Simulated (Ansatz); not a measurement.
The guess for Ti₅C was made by a generator: random cell by space group and Wyckoff sites (P6mm, No. 183). Lengths were set from tabulated atomic sizes, so they are only a guess.

```yaml
crystal:
  lattice:
    - [4.45546, 0.00000, 0.00000]
    - [-2.22773, 3.85854, 0.00000]
    - [0.00000, 0.00000, 5.81994]
  atoms:
    - { symbol: Ti, position: [0.33333, 0.66667, 0.26169] }
    - { symbol: Ti, position: [0.66667, 0.33333, 0.26169] }
    - { symbol: Ti, position: [0.50000, 0.00000, 0.79265] }
    - { symbol: Ti, position: [0.00000, 0.50000, 0.79265] }
    - { symbol: Ti, position: [0.50000, 0.50000, 0.79265] }
    - { symbol: C, position: [0.00000, 0.00000, 0.54815] }
```

Theory: DFT PBE, scalar-relativistic, plane waves, PAW in Ansatz. Cutoff 420 eV, Gaussian smearing, Γ-centred meshes. Cell and atoms relax first on a coarse mesh and then on a finer one. In between, the cell is made exact in the group found at 0.06 Å. In metals the finer mesh still leaves noise of several meV/atom or more. The steps can't lower the symmetry of their start. Collinear spin is switched on along the way, since trial moments persisted in a coarse test.

A guess keeps its type if space group and coordination stay and the shape of the cell changes little (axis ratios within about 15 %, angles within 6°); the volume may change.

Q: Will the relaxed cell still be of the starting type?

A: It doesn't keep its type. The symmetry goes from P6mm (No. 183) to P6/mmm (No. 191). The volume per atom grows by 10.0 %, from 16.7 to 18.3 Å³. The shortest distance goes from 2.23 Å (Ti–Ti) to 2.43 Å (Ti–C and Ti–Ti). Counting neighbours within 15 % of an atom's shortest distance, the start has C 6, Ti 3/4 and the end C 6, Ti 6/9. In detail, at the end around Ti on a site of symmetry -6m2 lie 3 Ti at 2.81 Å and 6 Ti at 3.03 Å; Ti on a site of symmetry mmm is surrounded by 4 Ti at 2.43 Å, 2 C at 2.43 Å and 4 Ti at 3.03 Å; C is surrounded by 6 Ti at 2.43 Å.

```xyz
6
Lattice="4.8696 0.0000 0.0000 -2.4348 4.2172 0.0000 0.0000 0.0000 5.3574" Properties=species:S:1:pos:R:3 pbc="T T T"
Ti    0.0000    2.8115    0.0000
Ti    2.4348    1.4057    0.0000
Ti    2.4348    0.0000    2.6787
Ti   -1.2174    2.1086    2.6787
Ti    1.2174    2.1086    2.6787
C     0.0000    0.0000    2.6787
```

Formation energies are uncorrected and refer to the elements' standard structures at the same level.

Q: At what energy does it end?

A: +0.99 eV/atom. It can't be a ground state, since the elements alone are lower.

The last run used collinear spin, a 12×12×8 mesh (in the run's order of axes) for its 6-atom cell and Gaussian smearing of 0.10 eV. The reference form of C is held partly by dispersion forces, which this level lacks. The magnetic state reached may not be the lowest. Symmetry constrained the relaxation, so the result can be a saddle point. Another cell of Ti5C relaxed alike but without spin, in P-62m, lies 0.67 eV/atom lower, so this cell isn't the stable form at this level.

In counts of neighbours, a slash parts the counts of unlike sites.
